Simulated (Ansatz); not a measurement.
Si:
Space group P-43m (No. 215); a = b = c = 5.2952 Å, α = β = γ = 90.00°

| atom | site | symmetry | x | y | z |
|---|---|---|---|---|---|
| Si | 4e | .3m | 0.2392 | 0.2392 | 0.2392 |
| Si | 3c | -42.m | 0.0000 | 0.5000 | 0.5000 |

Relaxed with r²SCAN.

Q: Which orbitals make up the states near the Fermi level in r²SCAN (plane waves, PAW; program Ansatz)?

A: Within 0.5 eV of the Fermi level: Si 3p 84 %, Si 3s 12 %. Projections are on Löwdin-orthogonalised atomic valence shells; empty p or d shells of many metals are not among them.

Q: Tabulate the density of states.

A: States/eV per cell of 7 atoms, in 0.25 eV bins, energy from the Fermi level.

```tsv
E (eV)	total	Si 3p	Si 3s
-7.85	0.61	0.23	0.37
-7.60	0.57	0.24	0.33
-7.35	0.89	0.38	0.50
-7.10	1.84	0.98	0.84
-6.85	3.67	2.12	1.52
-6.60	2.02	1.20	0.81
-6.35	2.07	1.22	0.83
-6.10	2.39	1.39	0.97
-5.85	2.74	1.59	1.12
-5.60	1.09	0.67	0.41
-5.35	0.51	0.35	0.15
-5.10	0.68	0.48	0.20
-4.85	0.99	0.74	0.24
-4.60	1.80	1.53	0.24
-4.35	2.37	2.16	0.18
-4.10	3.91	3.44	0.43
-3.85	3.25	2.80	0.42
-3.60	4.81	4.31	0.45
-3.35	4.69	4.17	0.47
-3.10	3.53	3.20	0.28
-2.85	3.04	2.68	0.32
-2.60	4.79	4.30	0.41
-2.35	2.49	2.27	0.19
-2.10	5.26	4.83	0.34
-1.85	6.97	6.56	0.29
-1.60	3.88	3.69	0.13
-1.35	3.01	2.77	0.18
-1.10	2.44	2.04	0.33
-0.85	1.23	1.00	0.19
-0.60	0.84	0.68	0.13
-0.35	0.61	0.50	0.10
-0.10	1.47	1.22	0.20
0.15	2.85	2.40	0.34
0.40	2.93	2.49	0.33
0.65	3.37	2.88	0.35
0.90	4.34	3.72	0.43
1.15	2.46	1.97	0.33
1.40	0.79	0.53	0.18
1.65	1.00	0.61	0.24
1.90	1.74	1.07	0.38
2.15	2.22	1.32	0.47
2.40	2.82	1.65	0.60
2.65	3.67	2.02	0.88
2.90	4.81	2.61	1.21
3.15	3.88	2.13	0.89
3.40	3.28	1.83	0.65
3.65	3.28	1.92	0.46
3.90	3.78	2.20	0.51
4.15	5.18	3.16	0.64
4.40	5.31	3.29	0.55
4.65	5.71	3.43	0.63
```

The start of the workflow was typed in or built on a structure type; neither database checked (COD, Materials Project) lists it. It is not the phase usual at ambient conditions (space group No. 227). Symmetry was held in the r²SCAN relaxation; its stability against distortions is not shown here.

Potentials: the later of the program's two PAW sets.
